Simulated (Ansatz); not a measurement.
Ge (diamond), conventional cell a = b = c = 5.6762 Å, α = β = γ = 90.00°. The calculation uses the primitive cell of 2 atoms, to which meshes and values per cell refer.

This relaxed cell (volume V₀) is scaled evenly in all directions, its shape held. Symmetry pins the atoms to their sites.

The numbers are results of PBEsol (plane waves to 420 eV, PAW, scalar-relativistic; Ansatz, a quantum-chemistry and plane-wave program), not measurements. k mesh 14×14×14 (Γ-centred), Fermi-Dirac smearing 0.05 eV. E stands for the smeared free energy. Ge was relaxed with its symmetry unable to fall. ΔE is measured from the relaxed starting cell. The last digit holds for this mesh only.

```
V (Å³/atom)  ΔE (meV/atom)
-----------  -------------
20.574                58.6
20.955                39.2
21.336                24.2
21.717                13.1
22.098                 5.6
22.479                 1.4
22.860                 0.0
23.241                 1.3
23.622                 5.0
24.003                10.9
24.384                18.8
24.765                28.5
25.146                39.9
```

Question: What bulk modulus B₀ follows from a third-order Birch-Murnaghan fit?

Answer: 67.1 GPa.

Question: What is the fitted pressure derivative B₀′?

Answer: 4.8.

(A scan under strain: stresses follow from slopes of the energy per volume, elastic moduli from its curvatures.)
